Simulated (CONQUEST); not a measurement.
Set-up for a self-consistent single point of BN (Cmcm, 8 atoms in the cell; from Materials Project mp-7991, changed as shown).

```xyz
8
Lattice="2.5267 0.0000 0.0000 0.0000 4.3330 0.0000 0.0000 0.0000 7.3693" Properties=species:S:1:pos:R:3 pbc="T T T"
B      1.2633     0.7222     5.5270
B      0.0000     1.4443     1.8423
B      0.0000     2.8886     5.5270
B      1.2633     3.6108     1.8423
N      0.0000     0.0000     5.5270
N      0.0000     0.0000     1.8423
N      1.2633     2.1665     5.5270
N      1.2633     2.1665     1.8423
```

Computed with PBE, numerical atomic orbitals double-zeta with polarisation (the shipped basis), PseudoDojo norm-conserving potentials made for PBE (CONQUEST 1.3).

CONQUEST settings:

```
setting                                         value
---------------------  ------------------------------
basis                                             DZP
Diag.MPMeshX, Y, Z                              8 4 4
potentials             PseudoDojo norm-conserving PBE
Grid.GridCutoff                                175 Ha
DM.SolutionMethod                              diagon
Diag.SmearingType                                   1
Diag.kT                                   0.000735 Ha
Diag.GammaCentred                                true
Diag.MPOrder                                        0
minE.SCTolerance                              1.0e-07
SC.MaxIters                                       100
SC.LinearMixingFactor                             0.5
AtomMove.TypeOfRun                             static
```

Results:

- Number of valence electrons: 32
- Number of bands: 104
- Number of k-points after the program's reduction: 97
- Size of the basis: 104
- Number of SCF iterations: 8
- FFT grid: 32 × 60 × 96
- Free energy E − TS: -1457.9400 eV
- Pressure: 1.93 GPa
- Largest force (vector length): 0.142 eV/Å

Forces (eV/Å):
```json
[
 {"atom": "B1", "Fx": "0.000", "Fy": "-0.141", "Fz": "0.000"},
 {"atom": "B2", "Fx": "0.000", "Fy": "0.141", "Fz": "0.000"},
 {"atom": "B3", "Fx": "0.000", "Fy": "-0.141", "Fz": "0.000"},
 {"atom": "B4", "Fx": "0.000", "Fy": "0.141", "Fz": "0.000"},
 {"atom": "N5", "Fx": "0.000", "Fy": "0.142", "Fz": "0.000"},
 {"atom": "N6", "Fx": "0.000", "Fy": "-0.142", "Fz": "0.000"},
 {"atom": "N7", "Fx": "0.000", "Fy": "0.142", "Fz": "0.000"},
 {"atom": "N8", "Fx": "0.000", "Fy": "-0.142", "Fz": "0.000"}
]
```

Stress (GPa, positive for compression):
```
-0.67   0.00   0.00
 0.00   6.16   0.00
 0.00   0.00   0.29
```

For comparison: a first run was changed to give this one (lattice vector a scaled by 1.01), and from it to this one the free energy goes down by 2.2 meV/atom and the pressure goes from 5.36 to 1.93 GPa.

The program uses no crystal symmetry, so grid and mesh can part values that symmetry would make equal. The atom-centred basis is finite, which shifts total energies, pressures and forces against plane waves. The structure comes from a collection of computed structures, made at another level of theory; the collection holds predicted forms beside known ones.

Cost on one core: around 70 core-seconds (rough).
